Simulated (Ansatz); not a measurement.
The elements of this relaxed trial crystal are hidden behind letters.

```
lattice vectors (Å)
   2.6581   -4.6141    0.0000
   2.6581    4.6141    0.0000
   0.0000    0.0000    2.6810
fractional positions
X 0.5000 0.5000 0.5000
Z 0.0000 0.5000 0.0000
Z 0.0000 0.0000 0.5000
Z 0.5000 0.0000 0.0000
```

The calculation used DFT PBE, scalar-relativistic, plane waves, PAW in Ansatz 0.2.0. Cutoff 420 eV, Γ-centred 10×10×16 mesh (4-atom cell), Gaussian smearing of 0.10 eV, no spin polarisation.

* Space group: Cmmm (No. 65)
* Conventional cell: a = 5.316 Å, b = 9.228 Å, c = 2.681 Å
* Volume per atom: 16.44 Å³
* Density: 15.13 g/cm³
* Energy over the elements: +0.22 eV/atom
* Gap on the 10×10×16 mesh of the 4-atom cell: 0 eV (a metal)

Energies are uncorrected and count from the elements' standard states at the same level.

Q: X is a d-block element of period 4 and Z is a d-block element of period 6. Which elements are they?

A: X = Ti, Z = W, so the formula is TiW3. Density times volume gives a mean mass of 15.13 × 16.44/1.6605 = 149.8 u per atom, and this set has 149.8 u. Ti has 2 W at 2.66 Å, 2 Ti at 2.68 Å and 8 W at 2.98 Å; W on a site of symmetry 2/m has 4 W at 2.66–2.68 Å, 4 Ti at 2.98 Å and 4 W at 2.98 Å; around W on a site of symmetry mmm lie 2 Ti at 2.66 Å, 2 W at 2.68 Å and 8 W at 2.98 Å. Other sets within the hints have nearly the same mass, so mass alone doesn't settle it; this one was computed.

These runs have no spin–orbit coupling, which can matter for W. Symmetry constrained the relaxation, so the result can be a saddle point. Another cell of TiW3 relaxed alike, in Cmmm, lies 254 meV/atom lower, so this cell isn't the stable form at this level.
